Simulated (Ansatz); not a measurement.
Mg2O in space group R-3m (No. 166; Mg on 6c, O on 3a), r²SCAN+D4 in the plane-wave PAW code Ansatz, all energies at zero smearing, with the estimated change up to a 700 eV cutoff added, with one set of potentials and settings (totals compare only within such a set). Cell of 3 atoms (2 Mg, 1 O): -4424.068 eV.

| element | reference phase | E (eV/atom) |
|---|---|---|
| Mg | P6_3/mmc, 2 atoms in the cell | -1926.4623 |
| O | C2/m, 4 atoms in the cell, spin-polarised | -566.0614 |

Formation energy per atom, worked out: (-4424.068 − 2×(-1926.4623) − 1×(-566.0614))/3 = -1.694 eV/atom (-163 kJ per mol of atoms), at 0 K, without zero-point energy or fitted corrections.

The start of the workflow was typed in or built on a structure type; neither database checked (COD, Materials Project) lists it. Whether it is the stable phase at ambient conditions was not checked. The r²SCAN+D4 relaxation kept the symmetry of its start; its stability against distortions is not shown here. The volume moved by -17 % from the start of the relaxation. The references are the lowest solids computed at this level, not always the standard phases (solids in place of the gases).

Potentials: the earlier of the program's two PAW sets. The files were generated under PBE; for other functionals the program regenerates the frozen cores, and for LDA and PBEsol the local potential too.
